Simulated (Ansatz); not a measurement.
## Li4SiN2: rattling a relaxed structure

The cell was found from a structure generator's guess, not taken from experiment.

Theory: Ansatz 0.2.0, DFT PBE, scalar-relativistic, plane waves, PAW. Cutoff 420 eV; k points 10×10×6 on the computed 7-atom cell (Γ-centred); Gaussian smearing, width 0.10 eV; no spin polarisation.

The cell below (7 atoms, space group C2/m (No. 12)) is relaxed within its symmetry.

```cif
data_structure
_symmetry_space_group_name_H-M 'P 1'
_symmetry_Int_Tables_number 1
_cell_length_a 5.3236
_cell_length_b 5.3236
_cell_length_c 5.5760
_cell_angle_alpha 116.286
_cell_angle_beta 116.286
_cell_angle_gamma 37.445
_cell_volume 84.93
loop_
_atom_site_label
_atom_site_type_symbol
_atom_site_fract_x
_atom_site_fract_y
_atom_site_fract_z
_atom_site_occupancy
Li1 Li 0.71902 0.71902 0.33596 1
Li2 Li 0.28098 0.28098 0.66404 1
Li3 Li 0.14016 0.14016 0.91646 1
Li4 Li 0.85984 0.85984 0.08354 1
Si1 Si 0.50000 0.50000 0.50000 1
N1 N 0.31484 0.31484 0.28989 1
N2 N 0.68516 0.68516 0.71011 1
```

For the test it was strained at random (σ = 1.5 % a component), the atoms were moved at random (σ = 0.05 Å), and all was relaxed again on a coarse 6×6×4 mesh (in the run’s order of axes) with 0.20 eV smearing, with no symmetry imposed.

**Question.** Does it come back?

**Answer.** It doesn't return. The energy falls by 115 meV/atom on that mesh, the volume changes by 0.4 %, and the end has space group Cm (No. 8) at a loose tolerance. Relaxed again on a 12×12×8 mesh with 0.01 eV smearing, the new structure lies 115 meV/atom below the first (mesh in the axes of the run's cell; the cell below is made exact in the group named). Space group Cm (No. 8), monoclinic, a = 10.111 Å, b = 3.485 Å, c = 5.524 Å, β = 118.5°. Li on its first site has 2 N at 1.96 Å, 3 Li at 2.30–2.32 Å, 1 N at 2.47 Å, 1 Si at 2.53 Å and 2 Li at 2.69 Å; around Li on its second site lie 3 N at 2.10–2.12 Å, 2 Li at 2.30 Å and 1 Li at 2.44 Å; around Si lie 2 N at 1.69 Å and 3 Li at 2.53 Å; N on its first site is surrounded by 1 Si at 1.69 Å, 2 Li at 1.96 Å, 2 Li at 2.11–2.12 Å and 2 Li at 2.37 Å; 3 more sites not described.

```cif
data_structure
_symmetry_space_group_name_H-M 'Cm'
_symmetry_Int_Tables_number 8
_cell_length_a 10.1109
_cell_length_b 3.4852
_cell_length_c 5.5235
_cell_angle_alpha 90.000
_cell_angle_beta 118.534
_cell_angle_gamma 90.000
_cell_volume 171.00
loop_
_atom_site_label
_atom_site_type_symbol
_atom_site_symmetry_multiplicity
_atom_site_Wyckoff_symbol
_atom_site_fract_x
_atom_site_fract_y
_atom_site_fract_z
_atom_site_occupancy
Li1 Li 2 a 0.74595 0.00000 0.36205 1
Li2 Li 2 a 0.75765 0.50000 0.64351 1
Li3 Li 2 a 0.64010 0.50000 0.94003 1
Li4 Li 2 a 0.85059 0.00000 0.06964 1
Si1 Si 2 a 0.51204 0.00000 0.41970 1
N1 N 2 a 0.82797 0.50000 0.33784 1
N2 N 2 a 0.67085 0.00000 0.72723 1
```
